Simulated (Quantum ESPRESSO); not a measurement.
LiBaF₃ is taken in the cubic space group Pm-3m (No. 221), the cubic perovskite structure, Pearson symbol cP5. Lattice parameters: a = 3.9886 Å, b = 3.9886 Å, c = 3.9886 Å, α = 90.00°, β = 90.00°, γ = 90.00°. Li on 1b is surrounded by 6 F at 1.994 Å (octahedral). F on 3c sees 2 Li at 1.994 Å and 4 Ba at 2.820 Å (octahedral). Ba on 1a has 12 F at 2.820 Å (cuboctahedral). (Neighbours: up to the widest gap in distance over summed covalent radii, below 1.35, at either atom; cation-cation contacts left out.)

The geometry is that of Materials Project entry mp-10250, symmetrised and not relaxed again.

Task: What does norm-conserving PBEsol (Quantum ESPRESSO, 84 Ry, scalar-relativistic) give for the electronic structure near the Fermi level?

Result: The PBEsol gap is direct, 6.61 eV at Γ. The cell is held in this high symmetry; tilts and polar distortions were not searched.

The structure is a Materials Project entry; no match was found in the copy of COD used, and its stability was not checked.
